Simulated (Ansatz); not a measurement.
Si₂Ni in space group P6/mmm (No. 191; Ni on 1a, Si on 2d) at seven volumes, PBEsol in the plane-wave PAW code Ansatz, shape and atoms relaxed at each. One row is withheld.

```
V (Å³/atom)  P (GPa)
-----------  -------
11.559         17.12
11.940         10.44
12.321          4.80
12.702          0.01
13.084             ?
13.465         -7.54
13.846        -10.47
```

Question: Fit the shown pressures and predict the withheld one.

Answer: Third-order Birch–Murnaghan: P = (3/2)B₀(x^(7/2) − x^(5/2))[1 + (3/4)(B′ − 4)(x − 1)] with x = (V₀/V)^(2/3). Least squares on the six rows gives V₀ = 12.702 Å³/atom, B₀ = 147.1 GPa, B′ = 4.44. At V = 13.084, x = 0.9804 and P = -4.08 GPa. The run itself gave -4.08 GPa.

The cell is a constructed one: a structure type filled with these elements; neither database checked (COD, Materials Project) lists it. It is not the phase usual at ambient conditions (space group No. 225). Symmetry was held in the PBEsol relaxation. At this level the phase is dynamically unstable (imaginary phonons). The workflow began spin-polarised and lost its moments.

Potentials: the earlier of the program's two PAW sets. The files were generated under PBE; for other functionals the program regenerates the frozen cores, and for LDA and PBEsol the local potential too.
